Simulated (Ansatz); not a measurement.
A distorted cell of CdSe (wurtzite):

```xyz
4
Lattice="4.4179 0.0000 0.0000 -2.2089 3.8260 0.0000 0.0000 0.0000 7.0129" Properties=species:S:1:pos:R:3 pbc="T T T"
Cd     2.2089     1.2753     0.0039
Cd     0.0000     2.5507     3.5104
Se     2.2089     1.2753     4.3805
Se     0.0000     2.5507     0.8741
```

Calculation: r2SCAN (plane waves to 500 eV, PAW, scalar-relativistic; Ansatz, a quantum-chemistry and plane-wave program). k mesh 9×9×5 (Γ-centred), Fermi-Dirac smearing 0.05 eV. E stands for the smeared free energy. Stress and pressure are positive under compression. As the atoms are clamped, bonds stretch with the cell, which overstates energies and stresses. CdSe was relaxed with its symmetry unable to fall.

Task: Give the stress tensor in GPa and the pressure.

Result: 
```
  -1.94     0.00     0.00
   0.00    -1.94     0.00
   0.00     0.00     0.27
```
The pressure, a third of the trace, is -1.21 GPa.

Task: It is the relaxed cell deformed to V/V₀ = 1.027, (c/a)/(c/a)₀ = 0.973, c along z, fractional positions held. What is its energy relative to the relaxed cell?

Result: 6.8 meV/atom.

(Under strain, the slope of the energy per volume gives the stress and its curvature an elastic modulus.)
